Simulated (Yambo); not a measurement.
Yambo run on a free-standing SnO monolayer (symmetry P4/nmm, slab cell 15.3 Å high). The wavefunctions come from this Quantum ESPRESSO step (PBE, PseudoDojo stringent norm-conserving files, scalar-relativistic):

```
&CONTROL
  calculation = 'nscf'
  pseudo_dir = './pseudo'
  outdir = './out'
/
&SYSTEM
  ibrav = 0
  nat = 4
  ntyp = 2
  ecutwfc = 102.0
  ecutrho = 408.0
  occupations = 'fixed'
  force_symmorphic = .true.
  nbnd = 159
  assume_isolated = '2D'
/
&ELECTRONS
  conv_thr = 4e-09
  diago_full_acc = .true.
  diago_thr_init = 1e-08
/
ATOMIC_SPECIES
O 15.9990 O.upf
Sn 118.7100 Sn.upf
CELL_PARAMETERS angstrom
  3.784981671000   0.000000000000   0.000000000000
  0.000000000000   3.784981671000   0.000000000000
  0.000000000000   0.000000000000  15.300000000000
ATOMIC_POSITIONS crystal
O   0.000000000000   0.500000000000   0.000000000000
O   0.500000000000   0.000000000000   0.000000000000
Sn   0.000000000000   0.000000000000   0.076549140700
Sn   0.500000000000   0.500000000000  -0.076549140700
K_POINTS automatic
4 4 1 0 0 0
```

Yambo input:

```
rim_cut
gw0
dyson
el_el_corr
HF_and_locXC
ppa
em1d
rim_w
RandQpts= 1000000
RandGvec= 2 Ry
CUTGeo= "slab z"
EXXRLvcs= 102 Ry
VXCRLvcs= 408 Ry
Chimod= "HARTREE"
% BndsRnXp
 9 | 158 |
%
NGsBlkXp= 8 Ry
% LongDrXp
 1.0 | 1.0 | 0.0 |
%
RandGvecW= 733 mRy
PPAPntXp= 27.2114 eV
% GbndRnge
 1 | 158 |
%
GTermKind= "BG"
DysSolver= "n"
ExtendOut
% QPkrange
 1 | 1 | 28 | 29 |
 2 | 2 | 28 | 29 |
 3 | 3 | 28 | 29 |
 6 | 6 | 28 | 29 |
%
```

k points by index: 1 = Γ, 2 = (0, 0.25), 3 = X, 6 = M.

The o-*.qp file then holds:

```
#    K-point    Band    Eo [eV]    E [eV]    E-Eo [eV]    Vxc [eV]    Vnlxc [eV]    Sc|Eo [eV]    Sc|E [eV]    dSc/dw|Eo [eV]    Re(Z)    Im(Z)
#
    1    28    -0.050965    -1.067029    -1.016064    -14.65736    -17.72380    1.784067    2.050375    -7.131039    0.792351    -0.001755
    1    29    3.273512    4.218100    0.944588    -10.08383    -6.436391    -2.523820    -2.702852    -5.156667    0.840684    -0.001553
    2    28    0.000000    -0.979779    -0.979779    -14.90688    -17.83194    1.688944    1.945276    -7.118090    0.792650    -0.001770
    2    29    4.077242    5.089901    1.012660    -10.55844    -6.617984    -2.709402    -2.927799    -5.866458    0.822634    -0.003303
    3    28    -0.515227    -1.566106    -1.050879    -14.42327    -17.34789    1.602375    1.873735    -7.025576    0.794791    -0.001854
    3    29    3.239138    4.131912    0.892774    -10.38683    -7.069075    -2.232978    -2.424976    -5.851051    0.823027    -0.001740
    6    28    -0.615889    -1.729019    -1.113130    -13.65271    -16.04830    1.012398    1.282454    -6.600658    0.804778    -0.002238
    6    29    3.189699    4.173512    0.983813    -10.31110    -6.476364    -2.649361    -2.850925    -5.574207    0.829977    -0.001611
```
(The two width columns are left out.) Convergence of these settings isn't established.

Spin-orbit coupling is not included.

Geometry relaxed with PBEsol.

This is a model layer cut from the bulk structure; whether it is stable on its own was not checked.
